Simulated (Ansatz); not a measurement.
Values for one crystal, relaxed and computed with plane-wave PAW r²SCAN (Ansatz code); other levels are named.

| Item | Value |
|---|---|
| Volume per atom | 19.82 Å³ |
| Band gap | 0.47 eV (direct) |
| Electron effective mass | 0.11 mₑ (isotropic) |
| Gap with spin–orbit coupling | 0.47 eV |
| Formation energy from the elements (no fitted shifts) | -0.57 eV/atom |
| Valence-band maximum | at Γ |
| Pressure derivative B′ | 4.8 |

### Question
Which compound is it?
A) ZnCu2SnS4, I-4 (Pearson symbol tI16)
B) ZrO2, Pca2_1 (Zr on 4a, O on 4a, O on 4a)
C) Na2S, P6_3/mmc (S on 2c, Na on 2a, Na on 2d)
D) MgS, rock salt

### Answer
A, ZnCu2SnS4, I-4 (Pearson symbol tI16)

The r²SCAN relaxation kept the symmetry of its start. The run is not spin-polarised. The references are the lowest solids computed at this level, not always the standard phases. Spin–orbit coupling is left out wherever it is not named.

Potentials: the later of the program's two PAW sets.
